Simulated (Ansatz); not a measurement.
## Is this Ni result the lowest state?

We look at Ni: a measured crystal structure (space group Fm-3m, primitive cell doubled), with 2 atoms per cell. Source: COD entry 9012977; it may be a high-temperature, high-pressure or metastable form.

Theory: Ansatz development build ahead of 0.2.0, DFT, r2SCAN, PAW, plane waves, scalar-relativistic.

```yaml
crystal:
  lattice:
    - [0.0, 3.5338, 3.5338]
    - [1.7669, 0.0, 1.7669]
    - [1.7669, 1.7669, 0.0]
  atoms:
    - { symbol: Ni, position: [0.0, 0.0, 0.0], spin: 2.0 }
    - { symbol: Ni, position: [0.5, 0.0, 0.0], spin: -2.0 }
magnetization:
  spin_polarized: true
hamiltonian:
  xc: r2scan
  pseudopotentials: { kind: paw }
basis:
  ecutwfc: 500
kpoints:
  mp_grid: { grid: [6, 12, 12] }
scf:
  occupations: { method: fermi_dirac, width: 0.1 }
  lower_state_search: "off"
output:
  forces: true
  stress: true
```

Wall time and machine: 7.3 s on 2 threads of Arm Neoverse V2 (shared host), peak memory 0.43 GiB.

The end of the output:

```
SCF converged after 16 iterations
Magnetization: 0.0000 μB (18.0000 up, 18.0000 down)
Absolute magnetization: 1.0413 μB (∫|ρ↑−ρ↓|, with the PAW one-centre terms)
Spin contamination: 0.3917 ħ² per cell (⟨S²⟩ above its minimum at these occupations)
Per-site moments (μB) at R_I (Å): [(0.4978, 1.0307), (-0.4978, 1.0307)]
Free energy (F): -11690.416318 eV
Harris-Foulkes:  -11690.416318 eV  (|F-HF|=1.47e-8)
Internal energy: -11690.306585 eV  (E = F + TS)
E sigma→0 (E₀):  -11690.361451 eV
Entropy (-TS):   -0.109732 eV (-54.866 meV/atom)
Fermi energy:    17.538530 eV
--- Forces (eV/Å), atoms counted from 1 ---
  atom   1  Ni     0.00000000     0.00000000    -0.00000000
  atom   2  Ni     0.00000000     0.00000000     0.00000000
--- Stress (GPa, compression-positive) ---
      -10.102969      -0.743283      -0.743283
       -0.743283     -10.102969       0.743283
       -0.743283       0.743283     -10.102969
  P = ⅓ Tr σ = -10.1030 GPa (-101.030 kbar)
```

r2SCAN tends to overstate moments and magnetic energies in itinerant metals.

Site moments are taken inside atomic spheres and don't add up to the total.

Question: Has the SCF ended in the lowest solution? If not, by how much is it too high?

Answer: No. A state 89.8 meV/atom (0.180 eV per cell) lower exists in this cell: ferromagnetic, site moments Ni1 0.82, Ni2 0.82 μB, total 1.49 μB per cell, no gap on the k-mesh. It was reached from: parallel moments, default search for lower states [Ni1 2.00, Ni2 2.00 μB]; a moment on one site alone, plain SCF [Ni1 2.00 μB]. The wrong state matters: the pressure is -9.1 GPa there against -10.1 GPa here. This multiple of the primitive cell fits some opposed orders; other multiples fit others. “Lowest” means lowest among the runs made in this cell.
